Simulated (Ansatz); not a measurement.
# La$_{2}$MgCu$_{2}$ squeezed and stretched

A database entry relaxed whole under r2SCAN (P4/mbm):

```
CELL_PARAMETERS angstrom
7.95919 0.00000 0.00000
0.00000 7.95919 0.00000
0.00000 0.00000 3.89882
ATOMIC_POSITIONS crystal
La 0.17311 0.67311 0.50000
La 0.32689 0.17311 0.50000
La 0.82689 0.32689 0.50000
La 0.67311 0.82689 0.50000
Mg 0.00000 0.00000 0.00000
Mg 0.50000 0.50000 0.00000
Cu 0.38170 0.88170 0.00000
Cu 0.11830 0.38170 0.00000
Cu 0.61830 0.11830 0.00000
Cu 0.88170 0.61830 0.00000
```

The cell was scaled uniformly, its shape held, and the atoms relaxed at each volume with plane-wave PAW DFT (Ansatz 0.2.0; r2SCAN, 500 eV, 5×5×9 Γ-centred mesh, fermi-dirac occupations of width 0.100 eV; no spin, no spin-orbit coupling). One row is withheld.

```tsv
volume (Å³/atom)	energy over the lowest (meV/atom)	pressure (GPa)
23.217	14.9	3.56
23.711	?	?
24.205	1.3	1.06
24.699	0.0	-0.03
25.192	1.8	-1.00
25.686	6.6	-1.89
26.180	13.9	-2.70
```

**Question.** Fit the pressures of the other rows to the third-order Birch-Murnaghan form.

**Answer.** With f = [(V₀/V)^(2/3) − 1]/2 and P = 3B₀f(1 + 2f)^(5/2)[1 + 3(B₀′ − 4)f/2], least squares gives V₀ = 24.69 Å³ an atom, B₀ = 51.5 GPa and B₀′ = 3.9; the rows miss the fit by less than 0.01 GPa. The slope of the energies differs from these pressures by 0.08 GPa, since they are taken to zero smearing while pressures follow the free energy.

**Question.** What does the withheld row hold?

**Answer.** The fit gives 2.25 GPa at 23.711 Å³; the run gave 2.26 GPa and 6.2 meV an atom.

Caveats: the shape of the cell was held, so B₀ is an upper bound where the axes differ in stiffness; 0 K, fixed nuclei; the symmetry was kept, and this need not be the phase that is stable at 0 K; one mesh for all volumes; pressure is positive in compression.
